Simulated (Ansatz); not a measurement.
An Ansatz (a first-principles code) run. Input:

Ansatz 0.2 input:
```yaml
crystal:
  lattice:
    - [1.5880388824, 0.9168546762, 6.2240357299]
    - [-1.5880388824, 0.9168546762, 6.2240357299]
    - [0.0, -1.8337093525, 6.2240357299]
  atoms:
    - { symbol: Mo, position: [0.000002155, 0.000002155, 0.000002155] }
    - { symbol: S, position: [0.7497725828, 0.7497725828, 0.7497725828] }
    - { symbol: S, position: [0.5835252622, 0.5835252622, 0.5835252622] }
kpoints:
  mp_grid: { grid: [10, 10, 10] }
hamiltonian:
  xc: r2scan
  dispersion: d4
  pseudopotentials: { kind: paw }
scf:
  occupations: { method: fixed }
elastic: { mode: relaxed_ion, stencil: two_point, amplitude: 0.005, f_tol: 0.0005 }
output: { polarization: {} }
```

Output (shortened):

```
Pseudopotentials: kind: paw
Pseudopotential: Mo, paw, valence charge 14
Pseudopotential: S, paw, valence charge 6
Functional definition: r2SCAN
Crystal: 3 atoms, lattice volume = 54.373 Å³
Basis set: ecut = 500 eV, 1379 PW (Γ), exchange–correlation on 192×192×192 points (64 copies of the dense FFT grid, shifted against one another)
Bands: 17, of which v1, the nominal top of the filled ones, is band 13 counted from 1 (12 counted from 0)
Symmetry: 6 space group operations
Space group: R3m (ITA 160), of the structure as read, at distance tolerance 3.8e-5 Å
k-points: 116 of 1000 (time reversal used)
PAW frozen core: Mo, regenerated for the run's functional
PAW frozen core: S, regenerated for the run's functional
Initial wavefunctions: pseudopotential atomic-orbital guess
Eigensolver: davidson
Functional: x = r2scan, c = r2scan; τ floored in thin density (d = 2e-4 eV/Å³)
all-band conjugate gradients solve this SCF's bands
SCF 1 converged in 14 iterations: F = -6782.610944 eV  dr2 = 1.02e-14
relax step   1: F+E_penalty+E_count = -6782.61094409 eV  Δ(F+E_penalty+E_count) = +0.000e0 eV  max|allowed force component| = 1.496e-3 eV/Å  Δτ_max = 0.0000 Å  (14 SCF iters, accepted)
Crystal: 3 atoms, lattice volume = 54.373 Å³
Initial density: handed on by an earlier stage of this run
Initial wavefunctions: pseudopotential atomic-orbital guess (no wavefunctions were taken with the density)
SCF 2 converged in 10 iterations: F = -6782.610944 eV  dr2 = 8.42e-15
relax step   2: F+E_penalty+E_count = -6782.61094417 eV  Δ(F+E_penalty+E_count) = -7.397e-8 eV  max|allowed force component| = 8.090e-4 eV/Å  Δτ_max = 0.0001 Å  (10 SCF iters, accepted)
density extrapolation: transplant  |δρ|_rms = 4.259e-2 e/Å³  SAD shift = 1.885e-5 e/Å³
Crystal: 3 atoms, lattice volume = 54.373 Å³
Initial wavefunctions: those handed on with the density
SCF 3 converged in 8 iterations: F = -6782.610944 eV  dr2 = 1.15e-14
relax step   3: F+E_penalty+E_count = -6782.61094420 eV  Δ(F+E_penalty+E_count) = -3.098e-8 eV  max|allowed force component| = 1.078e-6 eV/Å  Δτ_max = 0.0000 Å  (8 SCF iters, accepted)
Crystal: 3 atoms, lattice volume = 54.373 Å³
SCF 4 converged in 10 iterations: F = -6782.610944 eV  dr2 = 1.51e-16
[...]
Crystal: 3 atoms, lattice volume = 54.373 Å³
SCF 30 converged in 2 iterations: F = -6782.610886 eV  dr2 = 1.11e-14
Crystal: 3 atoms, lattice volume = 54.373 Å³
SCF 31 converged in 11 iterations: F = -6782.610349 eV  dr2 = 1.45e-14
relax step   1: F+E_penalty+E_count = -6782.61034882 eV  Δ(F+E_penalty+E_count) = +0.000e0 eV  max|allowed force component| = 7.264e-2 eV/Å  Δτ_max = 0.0000 Å  (11 SCF iters, accepted)
density extrapolation: transplant  |δρ|_rms = 4.259e-2 e/Å³  SAD shift = 3.456e-3 e/Å³
Crystal: 3 atoms, lattice volume = 54.373 Å³
SCF 32 converged in 10 iterations: F = -6782.610884 eV  dr2 = 4.64e-14
relax step   2: F+E_penalty+E_count = -6782.61088385 eV  Δ(F+E_penalty+E_count) = -5.350e-4 eV  max|allowed force component| = 6.872e-4 eV/Å  Δτ_max = 0.0074 Å  (10 SCF iters, accepted)
density extrapolation: transplant  |δρ|_rms = 4.259e-2 e/Å³  SAD shift = 3.270e-5 e/Å³
Crystal: 3 atoms, lattice volume = 54.373 Å³
SCF 33 converged in 8 iterations: F = -6782.610884 eV  dr2 = 1.33e-14
relax step   3: F+E_penalty+E_count = -6782.61088386 eV  Δ(F+E_penalty+E_count) = -1.186e-8 eV  max|allowed force component| = 6.198e-5 eV/Å  Δτ_max = 0.0000 Å  (8 SCF iters, accepted)
Crystal: 3 atoms, lattice volume = 54.373 Å³
SCF 34 converged in 2 iterations: F = -6782.610884 eV  dr2 = 1.47e-14
WARN: elastic: the piezoelectric tensor has entries that are no larger than their own uncertainty from the finite density of the strings, so this run does not …
SCF converged after 2 iterations
Stability not checked: this state was not tested for a lower state beside it, because too few of the mixer's solves of this state at the end of the SCF gave a …
Free energy (F): -6782.610944 eV
Harris-Foulkes:  -6782.610944 eV  (|F-HF|=9.09e-13)
Internal energy: -6782.610944 eV  (E = F + TS)
E sigma→0 (E₀):  -6782.610944 eV
Fermi energy:    10.577407 eV
--- Per-component energies (eV) ---
  E_band       = -181.895477
  E_kinetic    = 654.913675
  E_local      = -2019.044200  (includes V_loc(G=0)·N_el)
  E_nonlocal   = 198.482085
  E_hartree    = 779.131977
  E_xc         = -362.699896
  E_vxc        = -446.091952  (∫ρ·V_xc dr)
  E_paw        = -4435.844913  (= ΣΔE_a)
  E_vpaw       = -154.158389  (= ΣTr[D̂ρ^β])
  E_aug_tail   = 0.000009  (compensation charges beyond the density's cutoff)
  E_vtau       = 25.739342  (kinetic-family band-sum trace: ∫τ·v_τ [+ j·A + Jᵃ·Aᵃ] dr)
  E_ewald      = -1596.648852
  E_disp       = -0.460091  (pairwise vdW)
  E_core_change = -0.440737  (= ΣΔE_core)
  E_smearing   =  0.000000  (= −TS)
  E_closure    = 0.000000  (closes the sum)
  Σ components = -6782.610944   (vs F -6782.610944, Δ=0.00e0)
--- Forces (eV/Å), atoms counted from 1 ---
  atom   1  Mo     0.00000000     0.00000000    -0.00000109
  atom   2  S      0.00000000     0.00000000     0.00000043
  atom   3  S      0.00000000     0.00000000     0.00000062
  max |Σ_I F_I| component: 3.80e-8 eV/Å
--- Stress (GPa, compression-positive) ---
       -0.003753       0.000000       0.000000
        0.000000      -0.003753       0.000000
        0.000000       0.000000      -0.003362
  P = ⅓ Tr σ = -0.0036 GPa (-0.036 kbar)
  The stress holds the Pulay correction. Without it, at fixed plane waves, as pw.x and ABINIT print it: P = -0.0413 GPa
  The stress includes an estimate of the error left by incomplete SCF convergence (largest component 0.0000 GPa).
--- Band table (eV; the first three rows and the last of 116) ---
  k-point 0: bands = ["-52.9665", "-26.3698", "-26.1508", "-26.1508", "-5.0998", "-3.3853", "3.4669", "7.0446", "7.0446", "8.1833", "8.1833", "9.1866", "9.4495", "12.7580", "12.7580", "13.1232", "13.1232"]
  k-point 1: bands = ["-52.9624", "-26.3618", "-26.1908", "-26.1599", "-4.9423", "-3.3364", "3.6491", "6.7210", "7.2058", "7.6402", "7.9425", "9.2881", "9.5286", "12.6474", "12.7137", "12.9431", "13.0309"]
  k-point 2: bands = ["-52.9518", "-26.3406", "-26.2942", "-26.1834", "-4.5047", "-3.2009", "4.0755", "6.0448", "6.7387", "7.4190", "7.6420", "9.0821", "9.3010", "12.0299", "12.6106", "13.0233", "13.5370"]
  k-point 115: bands = ["-52.9665", "-26.3699", "-26.1509", "-26.1509", "-4.8720", "-3.7683", "4.4229", "7.0256", "7.0305", "7.0305", "8.2102", "8.2102", "10.5774", "12.8434", "12.8434", "13.0027", "13.0027"]
  band table: 17 of 17 bands, residual norms ≤ 1.0e-3 eV
--- Elastic constants: 3 strain directions × 2 members + reference (group order 6) ---
  dense FFT box of the reference and of every strained cell: 48×48×48
  strains applied: 11, 33, 23; error gains …
  pairwise dispersion correction: d4 (s6 = 1.0, s8 = 0.6018749, s9 = 1.0, a1 = 0.51559235, a2_bohr = 5.77342911), with the weights of each atom's references …
  reference relaxed by the batch: 3 steps …
  largest displacement 7.2e-5 Å; the constants are those of the deck's cell at these positions:
  atoms:
    - { symbol: Mo, position: [2.0974670456020905e-6, 2.0974670456020905e-6, 2.09746704560209e-6] }
    - { symbol: S, position: [0.7497764451366535, 0.7497764451366535, 0.7497764451366535] }
    - { symbol: S, position: [0.5835214573963009, 0.5835214573963009, 0.5835214573963009] }
  C = ∂σ_k/∂η_j (tension-positive GPa; Voigt order 11 22 33 23 13 12):
       230.851     61.167     11.320      3.339      0.000      0.000
        61.167    230.851     11.320     -3.339      0.000      0.000
        11.310     11.310     40.147      0.000      0.000      0.000
         3.340     -3.340      0.000     14.064      0.000      0.000
         0.000      0.000      0.000      0.000     14.064      3.340
         0.000      0.000      0.000      0.000      3.339     84.842
  reference stress σ⁰ (GPa):      0.004      0.004      0.003      0.000      0.000      0.000
  moduli (Voigt/Reuss/Hill, GPa): K = 74.38/35.06/54.72   G = 50.46/24.24/37.35   E = 91.29   ν = 0.222
  mechanically stable: yes (min eigenvalue of sym C = 13.91 GPa)
  e, the proper piezoelectric tensor (elastic.mode: relaxed_ion; C/m²; rows x y z; Voigt order 11 22 33 23 13 12):
       0.00000    0.00000    0.00000    0.00000   -0.02484   -0.52932
      -0.52932    0.52932    0.00000   -0.02484    0.00000    0.00000
      -0.00465   -0.00465   -0.07828    0.00000    0.00000    0.00000
  ±, each entry's uncertainty from the finite density of the strings (C/m²), an estimate: the size of the correction for it that the entry includes:
       0.00000    0.00000    0.00000    0.00000    0.00061    0.00992
       0.00992    0.00992    0.00000    0.00061    0.00000    0.00000
       0.01200    0.01200    0.00377    0.00000    0.00000    0.00000
  NOT RESOLVED BY THE STRINGS, being no larger than its uncertainty from them: e31 = -4.7e-3 ± 1.2e-2 C/m², e32 = -4.7e-3 ± 1.2e-2 C/m² (raise kpoints.mp_grid, or output.polarization.string_points where it is set)
  strain η (Voigt 11):  stress-route row diagonal C_11 = 230.85 GPa, energy-path curvature d²(F+E_count+ΔE)/dδ²/Ω₀ = 230.82 GPa
         δ    σ_11 (GPa)             F (eV)   n_scf  n_hpsi   n_pw
    -5.000e-3      -1.1723       -6782.6099603       2   43767   1388   relax 4 steps, max|allowed force component| 1.24e-4 eV/Å
     5.000e-3       1.1362       -6782.6099700       2   44095   1406   relax 5 steps, max|allowed force component| 1.20e-5 eV/Å
  strain η (Voigt 33):  stress-route row diagonal C_33 = 40.15 GPa, energy-path curvature d²(F+E_count+ΔE)/dδ²/Ω₀ = 40.13 GPa
         δ    σ_33 (GPa)             F (eV)   n_scf  n_hpsi   n_pw
    -5.000e-3      -0.2067       -6782.6107751       2   18101   1388   relax 4 steps, max|allowed force component| 3.98e-5 eV/Å
     5.000e-3       0.1948       -6782.6107738       2   18201   1405   relax 4 steps, max|allowed force component| 3.90e-5 eV/Å
  strain η (Voigt 23):  stress-route row diagonal C_44 = 14.06 GPa, energy-path curvature d²(F+E_count+ΔE)/dδ²/Ω₀ = 14.06 GPa
         δ    σ_23 (GPa)             F (eV)   n_scf  n_hpsi   n_pw
    -5.000e-3      -0.0682       -6782.6108861       2   43402   1400   relax 3 steps, max|allowed force component| 6.28e-5 eV/Å
     5.000e-3       0.0725       -6782.6108839       2   43525   1397   relax 3 steps, max|allowed force component| 6.20e-5 eV/Å
--- Formal polarisation (Berry phase): one branch of a lattice of values; only differences between neighbouring runs are physical ---
  axis  mesh            electronic          ionic      p = total  spread (rad)  least overlap  resolved gap  δp at fixed H ≤   (phases in cycles; p mod 2 …
  b1    10×10×10        0.66763558     7.99981678     8.66745236      1.139499         0.8689        2.0316           8.3e-6
  b2    10×10×10        0.66763558     7.99981678     8.66745236      1.139499         0.8689        2.0316           8.3e-6
  b3    10×10×10        0.66763558     7.99981678     8.66745236      1.139499         0.8689        2.0316           8.3e-6
  quantum along a1:   0.23866669 e/Å² =   382.386193 µC/cm²
  quantum along a2:   0.23866669 e/Å² =   382.386193 µC/cm²
  quantum along a3:   0.23866669 e/Å² =   382.386193 µC/cm²
  P = (  0.00000000,   0.00000000,   2.97645850) e/Å² = (    0.000000,     0.000000,  4768.812258) µC/cm²  (mod the quanta)
```

Cost: around 40 core-minutes (rough) on shared cores.

Symmetry was held in the r²SCAN+D4 relaxation; of distortions, only those at the zone centre were tested. The run is not spin-polarised. Scalar-relativistic: spin–orbit coupling is off unless named, which matters more the heavier the elements.

Potentials: the later of the program's two PAW sets.

Ansatz is a plane-wave DFT program.
